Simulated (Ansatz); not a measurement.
Input file for Ansatz (a program for electronic structure):

Ansatz 0.2 input:
```yaml
crystal:
  lattice:
    - [4.008791245, 0.0, 0.0]
    - [0.0, 4.008791245, 0.0]
    - [0.0, 0.0, 4.008791245]
  atoms:
    - { symbol: Ag, position: [0.0, 0.5, 0.5] }
    - { symbol: Ag, position: [0.5, 0.0, 0.5] }
    - { symbol: Ag, position: [0.5, 0.5, 0.0] }
    - { symbol: Pt, position: [0.0, 0.0, 0.0] }
kpoints:
  mp_grid: { grid: [18, 18, 18] }
hamiltonian:
  xc: pbesol
  pseudopotentials: { kind: paw }
scf:
  occupations: { method: fermi_dirac, width: 0.1 }
elastic: { mode: relaxed_ion, stencil: two_point, amplitude: 0.005, f_tol: 0.0005 }
```

Output (shortened):

```
Pseudopotential: Ag, paw, valence charge 19
Pseudopotential: Pt, paw, valence charge 18
Functional definition: PBEsol
Crystal: 4 atoms, lattice volume = 64.423 Å³
Basis set: ecut = 420 eV, 1237 PW (Γ), exchange–correlation on 54×54×54 points (8 copies of the dense FFT grid, shifted against one another)
Bands: 45, of which v1, the nominal top of the filled ones, is band 38 counted from 1 (37 counted from 0)
Symmetry: 48 space group operations
Space group: Pm-3m (ITA 221), of the structure as read, at distance tolerance 4.0e-5 Å
k-points: 220 of 5832
SCF 1 converged in 12 iterations: F = -34950.523871 eV  dr2 = 9.58e-15
Crystal: 4 atoms, lattice volume = 64.101 Å³
Symmetry: 16 space group operations
k-points: 550 of 5832
SCF 2 converged in 11 iterations: F = -34950.522846 eV  dr2 = 1.58e-14
Crystal: 4 atoms, lattice volume = 64.745 Å³
Basis set: ecut = 420 eV, 1277 PW (Γ), exchange–correlation on 54×54×54 points (8 copies of the dense FFT grid, shifted against one another)
SCF 3 converged in 8 iterations: F = -34950.523040 eV  dr2 = 1.82e-14
Crystal: 4 atoms, lattice volume = 64.423 Å³
Basis set: ecut = 420 eV, 1249 PW (Γ), exchange–correlation on 54×54×54 points (8 copies of the dense FFT grid, shifted against one another)
Symmetry: 8 space group operations
k-points: 910 of 5832
SCF 4 converged in 9 iterations: F = -34950.523551 eV  dr2 = 3.22e-14
Crystal: 4 atoms, lattice volume = 64.423 Å³
SCF 5 converged in 7 iterations: F = -34950.523551 eV  dr2 = 8.07e-14
SCF converged after 12 iterations
Free energy (F): -34950.523871 eV
Harris-Foulkes:  -34950.523871 eV  (|F-HF|=1.46e-11)
Internal energy: -34950.481627 eV  (E = F + TS)
E sigma→0 (E₀):  -34950.502749 eV
Entropy (-TS):   -0.042244 eV (-10.561 meV/atom)
Fermi energy:    18.721899 eV
--- Per-component energies (eV) ---
  E_band       = -798.391672
  E_kinetic    = 2221.792212
  E_local      = -7879.540253  (includes V_loc(G=0)·N_el)
  E_nonlocal   = 451.431666
  E_hartree    = 3469.045393
  E_xc         = -812.048463
  E_vxc        = -1006.412972  (∫ρ·V_xc dr)
  E_paw        = -20819.684793  (= ΣΔE_a)
  E_vpaw       = -1523.754136  (= ΣTr[D̂ρ^β])
  E_aug_tail   = 0.001028  (compensation charges beyond the density's cutoff)
  E_ewald      = -11582.733615
  E_core_change = 1.255198  (= ΣΔE_core)
  E_smearing   = -0.042244  (= −TS)
  E_closure    =  0.000000  (closes the sum)
  Σ components = -34950.523871   (vs F -34950.523871, Δ=0.00e0)
--- Forces (eV/Å), atoms counted from 1 ---
  atom   1  Ag     0.00000000     0.00000000     0.00000000
  atom   2  Ag     0.00000000     0.00000000     0.00000000
  atom   3  Ag     0.00000000     0.00000000     0.00000000
  atom   4  Pt     0.00000000     0.00000000     0.00000000
  max |Σ_I F_I| component: 0.0 eV/Å
--- Stress (GPa, compression-positive) ---
        0.043306       0.000000       0.000000
        0.000000       0.043306       0.000000
        0.000000       0.000000       0.043306
  P = ⅓ Tr σ = 0.0433 GPa (0.433 kbar)
--- Band table (eV; the first three rows and the last of 220) ---
  k-point 0: bands = ["-78.6164", "-72.8255", "-72.8027", "-72.8027", "-36.3969", "-36.3969", "-36.3969", "-36.2913", "-36.2913", "-36.2913", "-36.2549", "-36.2549", "-36.2549", "-32.8245", "-32.8245", "-32.8245", "10.5684", "12.2570", "12.5807", "12.5807", …
  k-point 1: bands = ["-78.6164", "-72.8254", "-72.8029", "-72.8027", "-36.3963", "-36.3963", "-36.3959", "-36.2915", "-36.2915", "-36.2913", "-36.2560", "-36.2554", "-36.2554", "-32.8246", "-32.8245", "-32.8245", "10.6038", "12.2749", "12.5968", "12.6023", …
  k-point 2: bands = ["-78.6163", "-72.8249", "-72.8033", "-72.8027", "-36.3945", "-36.3945", "-36.3928", "-36.2919", "-36.2919", "-36.2914", "-36.2591", "-36.2566", "-36.2566", "-32.8251", "-32.8246", "-32.8246", "10.7090", "12.3273", "12.6439", "12.6662", …
  k-point 219: bands = ["-78.6163", "-72.8103", "-72.8103", "-72.8103", "-36.4570", "-36.3636", "-36.3636", "-36.3636", "-36.2812", "-36.2812", "-36.2432", "-36.2432", "-36.2432", "-32.8253", "-32.8253", "-32.8253", "12.1624", "12.5504", "12.5504", "12.5504", …
--- Elastic constants: 2 strain directions × 2 members + reference (group order 48) ---
  dense FFT box of the reference and of every strained cell: 27×27×27
  strains applied: 11, 23; error gains: componentwise 1.00 (the most a stress slope's error grows in a printed constant), spectral 1.73 (1 for all six strains …
  C = ∂σ_k/∂η_j (tension-positive GPa; Voigt order 11 22 33 23 13 12):
       183.925    138.256    138.256      0.000      0.000      0.000
       138.256    183.925    138.256      0.000      0.000      0.000
       138.256    138.256    183.925      0.000      0.000      0.000
         0.000      0.000      0.000     62.791      0.000      0.000
         0.000      0.000      0.000      0.000     62.791      0.000
         0.000      0.000      0.000      0.000      0.000     62.791
  reference stress σ⁰ (GPa):     -0.043     -0.043     -0.043      0.000      0.000      0.000
  moduli (Voigt/Reuss/Hill, GPa): K = 153.48/153.48/153.48   G = 46.81/36.94/41.87   E = 115.15   ν = 0.375
  mechanically stable: yes (min eigenvalue of sym C = 45.67 GPa)
  strain η (Voigt 11):  stress-route row diagonal C_11 = 183.92 GPa, energy-path curvature d²(F+E_count+ΔE)/dδ²/Ω₀ = 183.92 GPa
         δ    σ_11 (GPa)             F (eV)   n_scf  n_hpsi   n_pw
    -5.000e-3      -0.9763      -34950.5228456      11  486901   1288   relax 0 steps, max|allowed force component| 0.0 eV/Å
     5.000e-3       0.8630      -34950.5230402       8  433780   1328   relax 0 steps, max|allowed force component| 0.0 eV/Å
  strain η (Voigt 23):  stress-route row diagonal C_44 = 62.79 GPa, energy-path curvature d²(F+E_count+ΔE)/dδ²/Ω₀ = 62.80 GPa
         δ    σ_23 (GPa)             F (eV)   n_scf  n_hpsi   n_pw
    -5.000e-3      -0.3140      -34950.5235514       9  692612   1312   relax 0 steps, max|allowed force component| 0.0 eV/Å
     5.000e-3       0.3140      -34950.5235514       7  581361   1312   relax 0 steps, max|allowed force component| 0.0 eV/Å
```

Cost: roughly 7 core-minutes on shared cores.

The workflow started from an entry of the Crystallography Open Database (COD). Whether it is the stable phase at ambient conditions was not checked. Symmetry was held in the PBEsol relaxation; whether a distortion lowers the energy is not shown. The run is not spin-polarised. As this level gives no gap, shear constants depend on the k-mesh and smearing (Fermi–Dirac, 0.1 eV here). Spin–orbit coupling is left out wherever it is not named.

Potentials: the later of the program's two PAW sets.

Ansatz is a plane-wave DFT program.
